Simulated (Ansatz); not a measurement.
Elastic constants of PtSe₂ at 18 GPa (stress–strain coefficients): input and output

The calculation used DFT LDA, scalar-relativistic, plane waves, PAW (Ansatz).

Launched with:
```bash
ansatz run input.yaml --threads 1 --pin off --max-ram 3072MiB --backend cpu --events-out ev --progress --plain --runs-dir out
```

Input (bare energies are in eV):
```yaml
crystal:
  lattice:
    - [3.6504435112, 0.0, 0.0]
    - [-1.8252217556, 3.1613768158, 0.0]
    - [0.0, 0.0, 4.3111458028]
  atoms:
    - { symbol: Pt, position: [0.0, 0.0, 0.0] }
    - { symbol: Se, position: [0.3333333333, 0.6666666667, 0.2872019399] }
    - { symbol: Se, position: [0.6666666667, 0.3333333333, 0.7127980601] }
basis:
  ecutwfc: 420
kpoints:
  mp_grid: { grid: [12, 12, 8] }
hamiltonian:
  xc: lda
scf:
  occupations: { method: fermi_dirac, width: 0.15 }
output:
  forces: true
  stress: true
  eigenvalues: true
elastic:
  mode: relaxed_ion
  amplitude: 0.005
  stencil: two_point
```

From the output:
```
--- Elastic constants: 3 strain directions × 2 members + reference (group order 12) ---
  dense FFT box of the reference and of every strained cell: 25×25×30
  strains applied: 11, 33, 23; error gains: componentwise 1.00 (the most a stress slope's error grows in a printed constant), spectral 1.41 (1 for all six strains in a standard setting)
  reference relaxed by the batch: 3 steps; max|allowed force component| 1.57e-4 eV/Å at the deck's positions, 3.25e-8 at the last accepted step, 6.00e-8 by the solve of record
  largest displacement 8.5e-6 Å; the constants are those of the deck's cell at these positions:
  atoms:
    - { symbol: Pt, position: [9.617709672287832e-37, -8.328989232446944e-37, 0.0] }
    - { symbol: Se, position: [0.3333333333333333, 0.6666666666666666, 0.28720391093148107] }
    - { symbol: Se, position: [0.6666666666666666, 0.3333333333333333, 0.7127960890685189] }
  C = ∂σ_k/∂η_j (tension-positive GPa; Voigt order 11 22 33 23 13 12):
       327.859    135.924    145.925    -61.772      0.000      0.000
       135.924    327.859    145.925     61.772     -0.000      0.000
       145.917    145.917    203.118      0.000      0.000     -0.000
       -61.805     61.805     -0.000    126.409     -0.000      0.000
         0.000      0.000      0.000     -0.000    126.409    -61.805
        -0.000     -0.000      0.000     -0.000    -61.772     95.967
  reference stress σ⁰ (GPa):    -18.003    -18.003    -17.999     -0.000     -0.000      0.000
  C* (energy form; C + prestress term) asymmetry max|C*_kj − C*_jk| = 3.288e-2 GPa — a small one proves nothing (zero by symmetry where the batch's group is 432, −43m or m−3m); a large one is finite-difference/SCF noise where every solve ...
  moduli (Voigt/Reuss/Hill, GPa): K = 190.49/180.27/185.38   G = 98.49/66.10/82.30   E = 215.07   ν = 0.307
  mechanically stable: yes (min eigenvalue of sym C = 47.55 GPa)
  strain η (Voigt 11):  stress-route row diagonal C_11 = 327.86 GPa, energy-path curvature d²(F+E_count+ΔE)/dδ²/Ω₀ = 327.75 GPa
         δ    σ_11 (GPa) F (eV) n_scf n_hpsi n_pw
    -5.000e-3     -19.6583      -23012.4096217       2   78993    984   relax 4 steps, max|allowed force component| 4.81e-5 eV/Å
     5.000e-3     -16.3797      -23012.4655471       2   78629    994   relax 3 steps, max|allowed force component| 1.85e-5 eV/Å
  strain η (Voigt 33):  stress-route row diagonal C_33 = 203.12 GPa, energy-path curvature d²(F+E_count+ΔE)/dδ²/Ω₀ = 203.08 GPa
         δ    σ_33 (GPa) F (eV) n_scf n_hpsi n_pw
    -5.000e-3     -19.0297      -23012.4101057       2   32415    984   relax 3 steps, max|allowed force component| 4.00e-7 eV/Å
     5.000e-3     -16.9986      -23012.4660198       2   32281    996   relax 3 steps, max|allowed force component| 1.03e-6 eV/Å
  strain η (Voigt 23):  stress-route row diagonal C_44 = 126.41 GPa, energy-path curvature d²(F+E_count+ΔE)/dδ²/Ω₀ = 135.34 GPa
         δ    σ_23 (GPa) F (eV) n_scf n_hpsi n_pw
    -5.000e-3      -0.6337      -23012.4383292       2   79364    988   relax 4 steps, max|allowed force component| 1.06e-6 eV/Å
     5.000e-3       0.6303      -23012.4383318       2   78971    988   relax 3 steps, max|allowed force component| 1.04e-5 eV/Å
```

The run took 5.8 min on 1 thread of AMD EPYC 7R43 64-Core Processor (Zen 3), on a shared host, peak memory 0.74 GiB.

In a metal, frequencies and elastic constants depend on the k mesh and the smearing, soft modes and shear constants most. Spin–orbit coupling is left out, which matters for heavy elements. A semilocal functional can close a gap that the real compound has.